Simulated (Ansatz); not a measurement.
Here is the system:

MgTe:
```
MgTe
1.0
    5.53136     0.00000     0.00000
    0.00000     5.53136     0.00000
    0.00000     0.00000     4.60091
Mg Te
2 2
Direct
  0.50000   0.00000   0.10649
  0.00000   0.50000   0.89351
  0.00000   0.00000   0.00000
  0.50000   0.50000   0.00000
```

This is the LDA-relaxed structure.

Problem. All from LDA in the plane-wave PAW code Ansatz, unless another level is named. Give the electronic character.

Solution. metallic (no gap).

Problem. What about the formation energy from the elements (no fitted shifts)?

Solution. -0.40 eV/atom.

Problem. Give the density of states at the Fermi level.

Solution. 0.11 states/eV per atom (mean over ±0.08 eV).

Space group P4/nmm. The cell is a constructed one: a structure type filled with these elements; neither database checked (COD, Materials Project) lists it. COD files the formula under space group No. 186. Its standing as an ambient phase is unchecked. The LDA relaxation kept the symmetry of its start; its stability against distortions is not shown here. A crystal of weakly bound layers computed without a dispersion correction: the cell and the soft elastic constants depend strongly on that. The references are the lowest solids computed at this level, not always the standard phases. Scalar-relativistic: spin–orbit coupling is off unless named, which matters more the heavier the elements.

Potentials: the earlier of the program's two PAW sets. The files were generated under PBE; for other functionals the program regenerates the frozen cores, and for LDA and PBEsol the local potential too.
